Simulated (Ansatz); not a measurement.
# TiTe$_{2}$ as a free-standing sheet: computed properties

TiTe2:
```xyz
3
Lattice="3.7523 0.0000 0.0000 -1.8761 3.2496 0.0000 0.0000 0.0000 33.0000" Properties=species:S:1:pos:R:3 pbc="T T F"
Ti     0.0000     0.0000    16.5000
Te     0.0000     2.1664    14.7565
Te     1.8761     1.0832    18.2435
```
The layer is periodic in x and y and isolated along z.

Method: DFT-PBE in the program Ansatz with PAW potentials. Lattice and atoms are relaxed at this level; other levels are named.

Structure:

```
Quantity                                    Result
-------------------------------------  -----------
In-plane lattice                       a = 3.752 Å
Distance between the outermost nuclei       3.49 Å
```

Electronic structure:

```
Item                            Result
----------------------------  --------
Electronic character          metallic
Work function                  4.79 eV
Gap with spin–orbit coupling      none
```

Phonons:

```
Quantity                                           Value
-----------------------------  -------------------------
Highest zone-centre frequency                   260 cm⁻¹
Dynamical stability at Γ       no clearly imaginary mode
```

Space group P-3m1 (1T). The layer was cut from a bulk entry of the Materials Project (measured or hypothetical); whether that bulk phase is the ambient one, and whether the layer has been isolated, was not checked. Symmetry was held in the PBE relaxation. No spin polarisation was allowed. As this level gives no gap, phonon frequencies hold no LO–TO term and depend on the k-mesh and smearing (Fermi–Dirac, 0.1 eV here). Spin–orbit coupling is left out wherever it is not named.

Potentials: the later of the program's two PAW sets.
